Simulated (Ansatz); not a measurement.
Theory: DFT PBE, scalar-relativistic, plane waves, PAW (Ansatz). All cells share a 420 eV cutoff and Γ-centred k meshes spaced at most about 0.3 Å⁻¹ (about 0.25 or finer for metals, 2π included). No spin polarisation in the final relaxations.

These are static total energies at zero pressure. All come from trial cells, and lower structures may exist.

Problem. Which of these relaxed structures of Be3CdS2 is the lowest in energy?
A.

```xyz
6
Lattice="2.7762 -5.3754 0.0000 2.7762 5.3754 0.0000 0.0000 0.0000 3.2164" Properties=species:S:1:pos:R:3 pbc="T T T"
Be    2.7762    3.4396    1.6082
Be    2.7762   -3.4396    1.6082
Be    2.7762    0.0000    0.0000
Cd    0.0000    0.0000    0.0000
S     2.7762   -1.4515    1.6082
S     2.7762    1.4515    1.6082
```

B.

```xyz
12
Lattice="5.2255 0.0000 0.0000 0.0000 10.7493 0.0000 0.0000 0.0000 3.4433" Properties=species:S:1:pos:R:3 pbc="T T T"
Be    0.9024    3.4828    2.6170
Be    4.3231    7.2665    2.6170
Be    2.6128    0.0000    3.3702
Be    0.0000    5.3747    0.0731
Be    3.5151    1.8919    0.8263
Be    1.7104    8.8575    0.8263
Cd    0.0000    0.0000    0.6790
Cd    2.6128    5.3747    2.7643
S     2.3305    1.9518    2.5555
S     0.2822    7.3265    0.8878
S     4.9433    3.4228    0.8878
S     2.8950    8.7975    2.5555
```

C.

```xyz
6
Lattice="5.5976 0.0000 0.0000 -2.7988 4.8477 0.0000 0.0000 0.0000 3.1419" Properties=species:S:1:pos:R:3 pbc="T T T"
Be    1.3994    2.4238    1.5710
Be    2.7988    0.0000    1.5710
Be   -1.3994    2.4238    1.5710
Cd    0.0000    0.0000    1.5710
S     2.7988    1.6159    0.0000
S     0.0000    3.2318    0.0000
```

D.

```xyz
6
Lattice="2.0367 1.1759 6.3748 -2.0367 1.1759 6.3748 0.0000 -2.3517 6.3748" Properties=species:S:1:pos:R:3 pbc="T T T"
Be   -1.0183    0.5879    3.1874
Be    1.0183    0.5879    3.1874
Be    0.0000   -1.1759    3.1874
Cd    0.0000    0.0000    0.0000
S     0.0000    0.0000   11.1706
S     0.0000    0.0000    7.9539
```

Solution. B. It has space group P2_12_12 (No. 18); the next, C, with space group P6/mmm (No. 191), lies 0.35 eV/atom higher. Counting S atoms around Be and Cd (those within 1.25 times the shortest such distance or 1.15 times the sum of covalent radii; the shortest distance is added where it is long for a bond; a slash parts the counts of unlike sites), the lowest has Be 2/3, Cd 10 from 3.4 Å and the next has Be 4, Cd 12 from 3.6 Å.

For metals, differences of a few meV/atom aren't resolved. Cells relaxed within their symmetry can be saddle points. The P2_12_12 cell of Be3CdS2 came from shaking the P6/mmm one. Some types were kept out of the candidates beforehand, so the set may lack a known form.
